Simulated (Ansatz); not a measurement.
TaN (rock salt)

```
CELL_PARAMETERS angstrom
      0.00000     2.20805     2.20805
      2.20805     0.00000     2.20805
      2.20805     2.20805     0.00000
ATOMIC_POSITIONS crystal
  N  0.00000 0.00000 0.00000
  Ta 0.50000 0.50000 0.50000
```

The slice is a {110} plane (indices of the conventional cell) through the point (0.000, 0.000, 0.000) (fractional), spanned by u = [100] and v = [1 -1 -1] in vectors of this cell: u (3.12 Å) and v (4.42 Å, at 90° to u). It covers one period; positions are fractions (u, v).

Level of theory: PBE (plane waves to 420 eV, PAW, scalar-relativistic; Ansatz, a program for electronic structure). k mesh 18×18×18. Near the nuclei the fields are pseudised (PAW); where an atom keeps semicore shells as valence, they peak there. Spin-orbit coupling is left out, though Ta is heavy. TaN is run without spin polarisation. TaN was relaxed with its symmetry unable to fall. The PAW data are Ansatz's earlier set. This is a high-temperature form of TaN.

Problem. What is the ELF at the density minimum of the shortest N–Ta line in this plane (2.21 Å)?

Solution. 0.2.

Problem. What is the valence density on the shortest N–Ta line in this plane (2.21 Å), at its minimum between the atoms?

Solution. 0.53 e/Å³.

Problem. Sketch the electron localisation function (ELF) on this plane as a map.

Solution. 
```
v \ u  0.00  0.09  0.17  0.26  0.35  0.43  0.52  0.61  0.70  0.78  0.87  0.96
-----  ----  ----  ----  ----  ----  ----  ----  ----  ----  ----  ----  ----
0.94      x     x  0.79  0.71  0.41  0.24  0.22  0.29  0.56  0.79  0.73     x
0.84   0.80  0.78  0.68  0.48  0.30  0.22  0.21  0.24  0.38  0.59  0.75  0.79
0.75   0.16  0.16  0.17  0.20  0.21  0.20  0.20  0.21  0.20  0.19  0.17  0.16
0.66   0.67  0.65  0.50  0.23  0.17  0.20  0.21  0.18  0.17  0.35  0.60  0.66
0.56      x     x  0.79  0.54  0.17  0.19  0.21  0.16  0.30  0.73  0.75     x
0.47      x     x  0.77  0.59  0.18  0.18  0.21  0.15  0.33  0.75  0.68     x
0.38   0.73  0.76  0.69  0.34  0.16  0.20  0.21  0.17  0.20  0.54  0.75  0.74
0.28   0.18  0.17  0.15  0.16  0.19  0.20  0.20  0.20  0.18  0.15  0.16  0.18
0.19   0.68  0.64  0.52  0.37  0.26  0.22  0.21  0.23  0.31  0.45  0.59  0.67
0.09   0.64  0.74  0.80  0.66  0.37  0.23  0.22  0.28  0.51  0.76  0.79  0.67
0.00      x     x  0.77  0.74  0.44  0.24  0.22  0.31  0.60  0.80  0.63     x
```

Values: electron localisation function (ELF). Points within 0.4 Å of a nucleus are blanked (x), as the pseudised field means little there.
